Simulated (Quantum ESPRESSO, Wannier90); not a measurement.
Wannierisation of Mg₂Si (Fm-3m)

```
begin unit_cell_cart
ang
    0.0000000000    3.1698200000    3.1698200000
    3.1698200000    0.0000000000    3.1698200000
    3.1698200000    3.1698200000    0.0000000000
end unit_cell_cart
begin atoms_frac
Mg   0.2500000000  0.2500000000  0.2500000000
Mg  -0.2500000000 -0.2500000000 -0.2500000000
Si   0.0000000000  0.0000000000  0.0000000000
end atoms_frac
```

Cell from Materials Project (mp-1367), symmetrised, no further relaxation. COD (Crystallography Open Database) has an entry of this formula and space group (matched by these alone). Computed values, not measurements, from PBEsol: Quantum ESPRESSO (norm-conserving PseudoDojo potentials, cutoff 68 Ry, no spin polarisation, no spin-orbit coupling) on a Γ-centred 8×8×8 mesh, then Wannier90. Density: 8×8×8 mesh, cold smearing 0.01 Ry. The gap is small at this level and was sampled on the meshes and a path alone.

Bands 9-12 form an isolated set from -9.15 to 0.00 eV relative to the valence-band maximum (on the path) and are turned into 4 Wannier functions by minimising the spread from the start: sp3 on Si.

Centres (Cartesian, Å; one of the equivalent choices) and spreads:

| n | x | y | z | spread (Å²) | nearest atom |
|---|---|---|---|---|---|
| 1 | 0.419 | 0.419 | 0.419 | 3.322 | Si3 |
| 2 | 0.419 | -0.419 | -0.419 | 3.322 | Si3 |
| 3 | -0.419 | 0.419 | -0.419 | 3.322 | Si3 |
| 4 | -0.419 | -0.419 | 0.419 | 3.322 | Si3 |

Ω_I = 11.05 Å², Ω_total = 13.29 Å²; the interpolated bands follow pw.x to 9.5 meV rms on the path. It is the lowest total spread that any start reached here.
